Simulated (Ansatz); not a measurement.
Starting cell, MgO (rock salt):

```
MgO
1.0
    0.00000     4.25445     4.25445
    2.12722     0.00000     2.12722
    2.12722     2.12722     0.00000
O Mg
2 2
Cartesian
  0.00000   0.00000   0.00000
  2.12722   2.12722   4.25445
  2.12722   2.12722   2.12722
  2.12722   4.25445   4.25445
```

A phonon eigenvector at L = (0.5, 0.0, 0.0) is frozen into this cell: atom i moves by Q times the vector below, so Q is the largest atomic displacement, in Å. The cell is held. (q is in reciprocal vectors of the primitive cell; the cell shown is doubled to hold the pattern.)

```
atom       x       y       z
----  ------  ------  ------
Mg3    0.577  -0.577  -0.577
Mg4   -0.577   0.577   0.577
```

Atoms not listed stay in place.

All values below come from PBE (plane waves to 420 eV, PAW, scalar-relativistic; Ansatz, a quantum-chemistry and plane-wave program). k mesh 13×13×13 (Γ-centred), Fermi-Dirac smearing 0.05 eV. E stands for the smeared free energy. Compression counts positive. MgO was relaxed with its symmetry unable to fall. The PAW data are Ansatz's earlier set. ΔE is measured from the undisplaced structure.

| Q (Å) | ΔE (meV/cell) | −dE/dQ from forces (eV/Å) | P (GPa) |
|---|---|---|---|
| -0.180 | 802 | 8.888 | 4.03 |
| -0.150 | 558 | 7.420 | 2.80 |
| -0.120 | 357 | 5.944 | 1.79 |
| -0.090 | 201 | 4.463 | 1.01 |
| -0.060 | 89 | 2.978 | 0.45 |
| -0.030 | 22 | 1.489 | 0.11 |
| 0.000 | 0 | 0.000 | 0.00 |
| 0.030 | 22 | -1.489 | 0.11 |
| 0.060 | 89 | -2.978 | 0.45 |
| 0.090 | 201 | -4.463 | 1.01 |
| 0.120 | 357 | -5.944 | 1.79 |
| 0.150 | 558 | -7.420 | 2.80 |
| 0.180 | 802 | -8.888 | 4.03 |

Summary:

```
Property                                                                                                              Value
-----------------------------------------------------------  --------------------------------------------------------------
Energy at Q = 0.180 Å                                                                                          802 meV/cell
Space group of the distorted cell                                                        R-3m (No. 166), lowered from Fm-3m
Symmetry of the curve                                                                         even: the same for both signs
Shape of the curve                                           a single well with its minimum at or next to zero displacement
Harmonic wavenumber from the curvature (finite differences)                                                        527 cm⁻¹
Wavenumber by perturbation theory (DFPT, on another k mesh)                                                        527 cm⁻¹
```

(For displaced atoms, the force is minus the slope of the energy, and its curvature is a force constant, which sets phonon frequencies.)
